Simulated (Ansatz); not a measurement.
Theory: DFT PBE, scalar-relativistic, plane waves, PAW in Ansatz. Settings: cutoff 420 eV, Γ-centred meshes spaced at most about 0.3 Å⁻¹ (2π included), Gaussian smearing. No spin polarisation in the final relaxations.

Temperature and zero-point effects are left out.

Two forms of ZrSi3O8 were relaxed alike.

A.

```
CELL_PARAMETERS angstrom
3.76321 -3.83092 0.00000
3.76321 3.83092 0.00000
-0.00450 0.00000 7.61559
ATOMIC_POSITIONS crystal
Zr 0.47989 0.52011 0.00000
Si 0.97516 0.47606 0.73035
Si 0.52394 0.02484 0.26965
Si 0.02307 0.97693 0.50000
O 0.04202 0.23986 0.60579
O 0.53167 0.85769 0.09026
O 0.14231 0.46833 0.90974
O 0.76014 0.95798 0.39421
O 0.03776 0.73934 0.63164
O 0.53789 0.31486 0.20868
O 0.68514 0.46211 0.79132
O 0.26066 0.96224 0.36836
```

B.

```
CELL_PARAMETERS angstrom
5.50055 0.00000 0.00000
0.00000 5.50055 0.00000
0.00000 0.00000 8.03135
ATOMIC_POSITIONS crystal
Zr 0.50000 0.50000 0.50000
Si 0.00000 0.50000 0.78045
Si 0.50000 0.00000 0.21955
Si 0.00000 0.00000 0.00000
O 0.00000 0.74914 0.89142
O 0.50000 0.23393 0.34183
O 0.23393 0.50000 0.65817
O 0.74914 0.00000 0.10858
O 0.00000 0.25086 0.89142
O 0.50000 0.76607 0.34183
O 0.76607 0.50000 0.65817
O 0.25086 0.00000 0.10858
```

Question: Which would you expect to be lower, and how large is the difference?

Answer: A is lower, by 14 meV/atom. A has space group C2 (No. 5), 18.3 Å³/atom and a gap of 5.18 eV on its mesh; B has space group P-4m2 (No. 115), 20.2 Å³/atom and a gap of 4.66 eV. Counting O atoms around Si and Zr (those within 1.25 times the shortest such distance or 1.15 times the sum of covalent radii, 1.27 where that leaves under three), A and B both have Zr 4, Si 4. The denser one is the lower, and pressure would at first widen the difference. Both come from invented guesses.

Kohn–Sham gaps at this level usually fall short of measured ones. Cells relaxed within their symmetry can be saddle points. The C2 cell of ZrSi3O8 came from shaking the P-4m2 one.
